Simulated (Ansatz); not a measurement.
Ge:
```cif
data_Ge8
_chemical_formula_sum 'Ge8'
_space_group_name_H-M_alt 'P63/mmc'
_space_group_IT_number 194
_space_group_name_Hall '-P 6c 2c'
_cell_length_a 4.00347
_cell_length_b 4.00347
_cell_length_c 13.14538
_cell_angle_alpha 90.000
_cell_angle_beta 90.000
_cell_angle_gamma 120.000
loop_
_atom_site_label
_atom_site_type_symbol
_atom_site_symmetry_multiplicity
_atom_site_Wyckoff_symbol
_atom_site_fract_x
_atom_site_fract_y
_atom_site_fract_z
_atom_site_occupancy
Ge1 Ge 4 e 0.00000 0.00000 0.09319 1
Ge2 Ge 4 f 0.33333 0.66667 0.15588 1
```

Relaxed with r²SCAN.

### Question
Tabulate the valence density and the electron localisation function along the shortest Ge–Ge contact (2.45 Å), plane-wave PAW r²SCAN (Ansatz code).

### Answer


| distance from Ge (Å) | density (e/Å³) | ELF |
|---|---|---|
| 0.25 | 28.41 | -0.02 |
| 0.37 | 12.78 | 0.04 |
| 0.49 | 4.88 | 0.10 |
| 0.61 | 1.99 | 0.24 |
| 0.74 | 1.05 | 0.37 |
| 0.86 | 0.71 | 0.48 |
| 0.98 | 0.58 | 0.60 |
| 1.10 | 0.53 | 0.73 |
| 1.23 | 0.52 | 0.79 |
| 1.35 | 0.53 | 0.73 |
| 1.47 | 0.58 | 0.60 |
| 1.59 | 0.71 | 0.48 |
| 1.72 | 1.05 | 0.37 |
| 1.84 | 1.99 | 0.24 |
| 1.96 | 4.88 | 0.10 |
| 2.08 | 12.78 | 0.04 |
| 2.21 | 28.41 | -0.02 |

The density is the valence pseudo-density with augmentation charge, so density and ELF within about 1 Å of a nucleus are not all-electron values.

Space group P6_3/mmc. The workflow started from a Materials Project entry (that database holds measured and hypothetical structures alike); the Crystallography Open Database copy checked does not list it. It is not the phase usual at ambient conditions (space group No. 227). The r²SCAN relaxation kept the symmetry of its start; phonons on a q-mesh show no instability.

Potentials: the later of the program's two PAW sets.
